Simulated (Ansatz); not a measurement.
Property card for Lu3TlC

Lu3TlC:
```xyz
5
Lattice="4.7497 0.0000 0.0000 0.0000 4.7497 0.0000 0.0000 0.0000 4.7497" Properties=species:S:1:pos:R:3 pbc="T T T"
Lu     2.3749     0.0000     2.3749
Lu     0.0000     2.3749     2.3749
Lu     2.3749     2.3749     0.0000
Tl     0.0000     0.0000     0.0000
C      2.3749     2.3749     2.3749
```

Space group Pm-3m (No. 221), anti-perovskite; conventional cell a = b = c = 4.7497 Å, α = β = γ = 90.00°.

Method: r²SCAN (plane waves, PAW; program Ansatz). Structure relaxed to zero pressure with the same functional. Other levels are named where they apply.

**Cell and energy**

```
Property                                                      Result
-----------------------------------------------------  -------------
Volume per atom                                             21.43 Å³
Density                                                  11.49 g/cm³
Formation energy from the elements (no fitted shifts)  -0.66 eV/atom
```

**Electronic structure**

```
Quantity                                                                     Value
------------------------------------  --------------------------------------------
Electronic character                                             metallic (no gap)
Density of states at the Fermi level  0.05 states/eV per atom (mean over ±0.08 eV)
```

The first step of the workflow began from a Materials Project structure, measured or hypothetical; the Crystallography Open Database copy checked does not list it. Its standing as an ambient phase is unchecked. The r²SCAN relaxation kept the symmetry of its start; whether a distortion lowers the energy is not shown. The references are the lowest solids computed at this level, not always the standard phases. Spin–orbit coupling is left out wherever it is not named.

Potentials: the later of the program's two PAW sets.
